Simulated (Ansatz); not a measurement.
CsCaH3 (cubic perovskite, space group No. 221), the program Ansatz at the r²SCAN level (PAW). The conduction-band minimum lies at M, with 3 equivalent valleys. Second derivatives d²E/dk² of the lowest band at one valley (eV·Å²), along Cartesian directions:

| direction | d²E/dk² |
|---|---|
| [100] | 16.17 |
| [010] | 16.34 |
| [001] | 16.34 |
| [110] | 16.25 |
| [101] | 16.25 |
| [011] | 16.34 |

### Question
Find the principal effective masses, the density-of-states mass and the conductivity mass.

### Answer
Off-diagonal terms follow from H_xy = H[110] − (H_xx + H_yy)/2, and m*/mₑ = 7.620 eV·Å² over each eigenvalue: 0.47, 0.47, 0.47. One valley's DOS mass (m₁m₂m₃)^(1/3) = 0.47, conductivity mass 3/(Σ 1/mᵢ) = 0.47 mₑ.

### Question
What effective density of states Nc follows at 300 K for parabolic valleys?

### Answer
Nc = 2.509e19 × 3 × (0.47)^(3/2) ≈ 2.4e19 cm⁻³.

Space group Pm-3m (cubic perovskite). The workflow started from a Materials Project entry (that database holds measured and hypothetical structures alike); the Crystallography Open Database copy checked does not list it. Its standing as an ambient phase is unchecked. Symmetry was held in the r²SCAN relaxation; whether a distortion lowers the energy is not shown. Spin–orbit coupling is left out wherever it is not named.

Potentials: the later of the program's two PAW sets.

Edges and masses are those of Kohn–Sham bands, whose gap is no quasiparticle gap.
